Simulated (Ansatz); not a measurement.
YSi:
```
YSi
1.0
    3.54426     0.00000     0.00000
    0.00000     3.54426     0.00000
    0.00000     0.00000     3.54426
Y Si
1 1
Cartesian
  0.00000   0.00000   0.00000
  1.77213   1.77213   1.77213
```

Relaxed with r²SCAN. Special points in fractions of this cell's reciprocal vectors: Γ (0.000, 0.000, 0.000); X (0.000, 0.500, 0.000); M (0.500, 0.500, 0.000); R (0.500, 0.500, 0.500).

### Question
List the band energies nearest the Fermi level at these points for r²SCAN (plane waves, PAW; program Ansatz).

### Answer
In eV from the Fermi level; about four levels below and three above (degenerate sets whole), none deeper than 8.9 eV; points with the same levels are listed once.

```
k                    below           above
-  -----------------------  --------------
Γ              -0.92 -0.92  1.38 1.38 1.38
X  -7.97 -5.22 -0.23 -0.23  0.31 4.49 4.94
M  -7.71 -2.72 -2.72 -0.75  1.95 1.95 2.88
R  -5.42 -3.97 -3.97 -3.97  3.74 3.74 3.74
```

Space group Pm-3m (CsCl type). A made-up cell: these elements were put on the sites of a structure type; neither database checked (COD, Materials Project) lists it. Its standing as an ambient phase is unchecked. The r²SCAN relaxation kept the symmetry of its start. At this level the phase is mechanically unstable. The run is not spin-polarised. Spin–orbit coupling is left out wherever it is not named.

Potentials: the earlier of the program's two PAW sets.
